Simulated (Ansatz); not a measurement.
## Compressing ZnCu$_{2}$: a fit and a missing row

ZnCu$_{2}$, P-3m1, a = 2.592 Å, c = 6.260 Å. The structure is a Materials Project entry; whether it is the stable form wasn't checked. Ansatz: r2SCAN, PAW, 500 eV, Γ-centred 18×18×8 mesh on 3 atoms, Gaussian smearing 0.10 eV; no spin polarisation. Shape and atoms are relaxed at each volume; pressure is positive in compression.

```
V (Å³/atom) P (GPa)
     11.415        ?
     11.779     4.59
     12.143     0.00
     12.507    -3.83
     12.872    -7.02
```

**Question.** Take V0 = 12.143 Å³/atom, fit the third-order Birch–Murnaghan form to the other rows, and predict the missing pressure.

**Answer.** With the Eulerian strain f = ½[(V0/V)^(2/3) − 1] and y = P/[3f(1 + 2f)^(5/2)], the form is the line y = B0 + 1.5 B0 (B0′ − 4) f. Rows (f, y): 0.01025, 141.9; -0.00975, 137.5; -0.01906, 135.3. Means f = -0.006187, y = 138.23; Σ(Δf)² = 0.0004486, ΣΔfΔy = 0.1006; the slope is their ratio. y = 139.6 + 224.4 f GPa, so B0 = 139.6 GPa and B0′ = 4 + 2 × (224.4)/(3 × 139.6) = 5.07. At V = 11.415, f = 0.02104, y = 144.32 and P = 10.10 GPa. The run gave 10.10 GPa, the same to the digits shown. The form still works here, 33 % of the fitted range beyond its end.